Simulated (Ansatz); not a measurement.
BaZrO$_{3}$ (cubic perovskite, Pm-3m), PBE (plane waves, PAW; program Ansatz): ε∞ = 4.87, cell volume 75.53 Å³. Infrared-active transverse modes:

| ω_TO (cm⁻¹) | oscillator strength S_xx (e²/amu) |
|---|---|
| 86.4 | 0.5858 |
| 181.7 | 1.128 |
| 471.8 | 0.7206 |

Problem. Compute the static dielectric constant.

Solution. Each mode adds (4.921e7/V) S/ω²: 51.12, 22.26, 2.11. So ε0 = 80.4.

The PBE relaxation kept the symmetry of its start. At this level the phase is dynamically unstable (imaginary phonons). No spin polarisation was allowed. Scalar-relativistic: spin–orbit coupling is off unless named, which matters more the heavier the elements.

Potentials: the later of the program's two PAW sets.
